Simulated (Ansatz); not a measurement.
Ansatz input

```yaml
crystal:
  lattice:
    - [2.5388112496, 0.0, 0.0]
    - [0.0, 2.5388112496, 0.0]
    - [0.0, 0.0, 2.5388112496]
  atoms:
    - { symbol: Pd, position: [0.0, 0.0, 0.0], spin: 0.5 }
hamiltonian:
  xc: lda
  pseudopotentials:
    kind: paw
    azcp:
      Pd: "pseudopotentials/Pd.paw.azcp"
basis:
  ecutwfc: 420
  fft_grid_basis: typed
kpoints:
  mp_grid: { grid: [20, 20, 20], shift: [0, 0, 0] }
magnetization:
  spin_polarized: true
scf:
  occupations: { method: fermi_dirac, width: 0.05 }
output:
  write_density: true
  write_potential: true
  elf: true
  volumetric_format: npy
```

Terminal output

```
Warning: the record states the generating functional pbe (its physics header spells it `PBE`), which answers neither for hamiltonian.xc's functional nor for the lda family's — results may be inconsistent (PPs are generated against a specific XC)
Engine: ansatz 0.2.0, x86_64-unknown-linux-gnu
Pseudopotentials: kind: paw
Pseudopotential: Pd, paw, valence charge 18, recommended cutoff 420 eV (normal) 
Functional definition: SPW92
  exchange = slater_x
  correlation = pw_c
Crystal: 1 atoms, lattice volume = 16.364 Å³
Basis set: ecut = 420 eV, 305 PW (Γ)
Bands: 14, of which v1, the nominal top of the filled ones, is band 9 counted from 1 (8 counted from 0)
Symmetry: 48 space group operations
Space group: Pm-3m (ITA 221), of the structure as read, at distance tolerance 2.5e-5 Å
Magnetic group: BNS 221.92 (UNI 1594), of the structure as read, at distance tolerance 2.5e-5 Å
k-points: 286 of 8000
Non-local potential: Pd, projectors of the file, l = 0: 2, l = 1: 2, l = 2: 2, l = 3: 1
PAW form: soft (Blöchl's): semilocal exchange-correlation on the pseudo side does not see the compensation charge
PAW frozen core: Pd, regenerated for the run's functional, and the local potential with it (the file was generated under x = pbe(κ = 0.804, μ = 0.2195149727645171), c = pbe(β = 0.06672455060314922))
PAW one-centre angular grid: Pd, 590 points (default); XC on 64 Gauss nodes
Initial density: superposition of atomic densities (chi_scale 0.1, normalization cell)
Starting moments: Σ|m| = 0.5 μB on 1 of 1 site
Initial wavefunctions: pseudopotential atomic-orbital guess
Functional: x = slater, c = lda
SCF iter   1: F=—  HF=-6845.163690 eV  |F-HF|=—  |Δ(HF+E_count)|=         —  Δρ=9.66e-2 (↑9.66e-2 ↓6.55e-2)  dr2=4.38e0  dr2_m=5.52e-2  M=0.232 μB ∫|m|=0.233 μB  β_m=0.30  ethr=3.10e-3  ⟨swp⟩=5.2  Hψ=42266  notcnv=0
SCF iter   2: F=—  HF=-6844.355629 eV  |F-HF|=—  |Δ(HF+E_count)|=   8.08e-1  Δρ=5.65e-2 (↑5.65e-2 ↓3.58e-2)  dr2=1.38e0  dr2_m=3.21e-2  M=0.210 μB ∫|m|=0.212 μB  β_m=0.30  ethr=3.10e-3  ⟨swp⟩=2.7  Hψ=17915  notcnv=0  defer=254
spin-set hold released at iteration 2 (site moments show no strong build): the magnetisation degrees of freedom join the quasi-Newton model from the next iteration; the mixer history was kept
SCF iter   3: F=—  HF=-6843.978239 eV  |F-HF|=—  |Δ(HF+E_count)|=   3.77e-1  Δρ=2.08e-2 (↑1.60e-2 ↓2.08e-2)  dr2=5.34e-2  dr2_m=2.33e-2  M=0.173 μB ∫|m|=0.175 μB  β_m=0.30  ethr=3.10e-3  ⟨swp⟩=2.1  Hψ=13517  notcnv=0  defer=254
SCF iter   4: F=—  HF=-6843.966279 eV  |F-HF|=—  |Δ(HF+E_count)|=   1.20e-2  Δρ=1.17e-2 (↑1.14e-2 ↓1.17e-2)  dr2=8.70e-4  dr2_m=1.98e-2  M=0.158 μB ∫|m|=0.159 μB  β_m=0.60  ethr=2.96e-4  ⟨swp⟩=2.5  Hψ=19198  notcnv=0  defer=310
SCF iter   5: F=—  HF=-6843.973111 eV  |F-HF|=—  |Δ(HF+E_count)|=   6.83e-3  Δρ=7.34e-3 (↑6.21e-3 ↓7.34e-3)  dr2=2.44e-4  dr2_m=6.85e-3  M=0.104 μB ∫|m|=0.106 μB  β_m=0.80  ethr=4.83e-6  ⟨swp⟩=2.4  Hψ=12083  notcnv=0  defer=310
SCF iter   6: F=—  HF=-6843.976288 eV  |F-HF|=—  |Δ(HF+E_count)|=   3.18e-3  Δρ=1.88e-3 (↑1.88e-3 ↓9.55e-4)  dr2=1.96e-4  dr2_m=2.87e-4  M=0.025 μB ∫|m|=0.026 μB  β_m=0.90  ethr=1.36e-6  ⟨swp⟩=2.1  Hψ=12526  notcnv=0  defer=310
SCF iter   7: F=—  HF=-6843.976468 eV  |F-HF|=—  |Δ(HF+E_count)|=   1.79e-4  Δρ=1.93e-4 (↑1.93e-4 ↓1.53e-4)  dr2=1.57e-5  dr2_m=6.84e-7  M=-0.001 μB ∫|m|=0.001 μB  β_m=0.93  ethr=1.09e-6  ⟨swp⟩=2.0  Hψ=11742  notcnv=0  defer=310
SCF iter   8: F=—  HF=-6843.976468 eV  |F-HF|=—  |Δ(HF+E_count)|=   1.57e-7  Δρ=1.68e-5 (↑1.68e-5 ↓1.02e-5)  dr2=4.77e-8  dr2_m=1.64e-8  M=-0.000 μB ∫|m|=0.000 μB  β_m=0.97  ethr=5.56e-10  ⟨swp⟩=4.9  Hψ=34329  notcnv=0
SCF iter   9: F=—  HF=-6843.976468 eV  |F-HF|=—  |Δ(HF+E_count)|=   1.17e-9  Δρ=1.38e-6 (↑1.07e-6 ↓1.38e-6)  dr2=2.95e-10  dr2_m=9.39e-11  M=-0.000 μB ∫|m|=0.000 μB  β_m=0.95  ethr=2.65e-10  ⟨swp⟩=2.0  Hψ=15468  notcnv=0
SCF iter  10: F=-6843.976468 eV  HF=-6843.976468 eV  |F-HF|=9.09e-13  |Δ(HF+E_count)|=  6.37e-11  Δρ=9.23e-8 (↑8.95e-8 ↓9.23e-8)  dr2=2.45e-13  dr2_m=1.07e-12  M=-0.000 μB ∫|m|=0.000 μB  ethr=1.64e-12  ⟨swp⟩=2.1  Hψ=15574  notcnv=0
SCF 1 converged in 10 iterations: F = -6843.976468 eV  dr2 = 2.45e-13
WARN: the starting moments were not kept: the SCF closed with an absolute magnetisation of 1.7e-6 μB, where they sum to 0.5 μB in size (1 site). That is at most 0.1 of that sum. Measured as dr2_m measures the in/out step, that magnetisation stands 1.7e-12 eV from none, at or under the dr2_threshold of 1.0e-7 eV: it is no larger than a step whose dr2_m would equal this threshold. The system may hold no moment; this SCF shows only that its start led to no more than that. To try another start: raise the starting moments (crystal.atoms[].spin, magnetization.per_species, magnetization.initial_magnetization, or on a non-collinear deck that types none of these the spinor_matrix: blocks that start its atoms; where the total moment is fixed, keep their sum and leave initial_magnetization as it is; typed ones take the place of any that the run laid by itself, positive ones on a crystal's lanthanoids without a Hubbard term where scf.initial_density.shell_occupations: [] is typed) or, if the notice of its spin-set hold's release reads "site moments contracting" or "site moments show no strong build", lengthen the hold (scf.mixing.spin_hold: { on: { confirm: 4 } }; for m-r²SCAN on two components see the key's manual first). Each may lead to a state that holds a moment. A second SCF, from the converged charge density, with the starting moments and any scf.initial_density.shell_occupations laid on it anew, would have followed, and was not run: the deck does not ask for one (magnetization.retry_lost_moments is false, the default). To let it run, set magnetization.retry_lost_moments: true and run the deck again, where that key's refused combinations let it; where memory then withholds it, that run's warning says so.
SCF converged after 10 iterations
Magnetization: -0.0000 μB (9.0000 up, 9.0000 down)
Absolute magnetization: 0.0000 μB (∫|ρ↑−ρ↓|, with the PAW one-centre terms)
Spin contamination: 0.0000 ħ² per cell (⟨S²⟩ above its minimum at these occupations)
Per-site moments (μB) at R_I (Å): [(-1.5474617288937204e-6, 1.04725964046)]
Free energy (F): -6843.976468 eV
Harris-Foulkes:  -6843.976468 eV  (|F-HF|=9.09e-13)
Internal energy: -6843.963346 eV  (E = F + TS)
E sigma→0 (E₀):  -6843.969907 eV
Entropy (-TS):   -0.013121 eV (-13.121 meV/atom)
Fermi energy:    17.084559 eV
--- Per-component energies (eV) ---
  E_band       = -184.906752
  E_kinetic    = 515.093231
  E_local      = -1991.132338  (includes V_loc(G=0)·N_el)
  E_nonlocal   = 223.392344
  E_hartree    = 805.930868
  E_xc         = -167.492551
  E_vxc        = -211.084056  (∫ρ·V_xc dr)
  E_paw        = -3623.434401  (= ΣΔE_a)
  E_vpaw       = -333.037905  (= ΣTr[D̂ρ^β])
  E_aug_tail   = 0.000216  (compensation charges beyond the density's cutoff)
  E_ewald      = -2607.001449
  E_core_change = 0.680734  (= ΣΔE_core)
  E_smearing   = -0.013121  (= −TS)
  E_closure    = 0.000000  (closes the sum)
  Σ components = -6843.976468   (vs F -6843.976468, Δ=0.00e0)
--- Band table (eV; the first three rows and the last of 572) ---
  k-point 0 ↑: bands = ["-66.9117", "-32.4299", "-32.4299", "-32.4299", "10.4640", "11.9775", "11.9775", "17.1424", "17.1424", "17.1424", "33.9489", "33.9489", "33.9489", "40.8487"]
  k-point 1 ↑: bands = ["-66.9104", "-32.4427", "-32.4288", "-32.4288", "10.5340", "11.9898", "12.0353", "17.0910", "17.0910", "17.1465", "33.3928", "34.0654", "34.0654", "40.6116"]
  k-point 2 ↑: bands = ["-66.9066", "-32.4799", "-32.4257", "-32.4257", "10.7326", "12.0257", "12.2152", "16.9446", "16.9446", "17.1583", "32.1119", "34.4073", "34.4073", "40.0014"]
  k-point 285 ↓: bands = ["-66.7538", "-32.8270", "-32.8270", "-32.8270", "12.7058", "12.7058", "12.7058", "18.5225", "18.5225", "28.0690", "28.6947", "28.6947", "28.6947", "35.6430"]
```
